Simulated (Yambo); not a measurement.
## Sr2FeH6: sweep of GW parameters

G0W0@PBEsol for Sr2FeH6 (space group Fm-3m, No. 225) in Yambo. Reference settings: 4×4×4 Γ-centred k mesh, bands 5 to 149 and a 7 Ry block in the screening, 149 bands in G with the Bruneval-Gonze terminator, plasmon pole fitted at 27.2 eV. The PBEsol gap Γ → X on this mesh is 1.08 eV; G0W0 gaps are taken between the same points.

```
change from the reference     G0W0 gap Γ → X (eV)  shift of the valence edge (eV)        rough Yambo cost
----------------------------  -------------------  ------------------------------  ----------------------
reference settings                           2.30                           -0.13                       1
97 bands in W, 97 bands in G                 2.30                           -0.07  within a factor of two
3 Ry block                                   2.67                           -0.24  within a factor of two
6 Ry block                                   2.33                           -0.14  within a factor of two
pole fitted at 10 eV                         2.24                           -0.01                       –
no random integration                        2.25                            0.02                       –
58 bands in G, no terminator                 2.27                            0.38                       –
97 bands in G, no terminator                 2.27                            0.18                       –
no terminator                                2.27                            0.06                       –
```

The reference isn't shown to be the converged limit. Costs are rough (shared machines), scaled to the same edge states, and given only for runs that recompute the screening.

Geometry of the Materials Project entry, not relaxed at this level; primitive cell a = b = c = 5.243 Å, α = β = γ = 60.00°.

The structure is a Materials Project entry; no match was found in the copy of COD used, and its stability was not checked.

The runs are not spin-polarised; magnetic order was not tried.

A shift is the quasiparticle energy of the state minus its PBEsol energy.
